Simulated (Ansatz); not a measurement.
Starting cell, BAs (zinc blende):

```xyz
2
Lattice="0.0000 2.4047 2.4047 2.4047 0.0000 2.4047 2.4047 2.4047 0.0000" Properties=species:S:1:pos:R:3 pbc="T T T"
As     3.6070     3.6070     3.6070
B      0.0000     0.0000     0.0000
```

In each cell atom 1 (As, nearest neighbour B at 2.083 Å; its periodic images, 3.4 Å or more away, move with it) moves by s·(0.707, 0.707, 0.000) (along Cartesian [110]), the rest being held.

Method: PBE (plane waves to 420 eV, PAW, scalar-relativistic; Ansatz, a first-principles code). k mesh 10×10×10 (Γ-centred), Fermi-Dirac smearing 0.05 eV. E stands for the smeared free energy. As the smearing reaches across the gap at some points, energies and forces of such displacements shift with the k mesh and the smearing. BAs was relaxed with its symmetry unable to fall. The zero of ΔE is the undisplaced structure. The last digit holds for this mesh only.

```tsv
s (Å)	ΔE (meV/cell)
-0.420	1361.9
-0.336	withheld
-0.252	500.9
-0.168	224.4
-0.084	56.2
0.000	0.0
0.084	56.2
0.168	224.4
0.252	500.9
0.336	withheld
0.420	1361.9
```

Q: Fit an even polynomial form (powers 2, 4) to the given rows and predict ΔE at s = 0.336.

A: Least squares on the 9 given rows: ΔE = (7985)·s² + (-1498)·s⁴, in meV/cell with s in Å; root-mean-square residual 0.13 meV/cell. At 0.336 the fit gives 882.4 meV/cell; the calculation gives 880.1 meV/cell, so the interpolation is off by 2.3 (+0.3 %). The quadratic term alone would give 901.5 meV/cell.

(A displaced cell: forces are minus the slopes of the energy, force constants its curvatures, and phonons follow from these.)
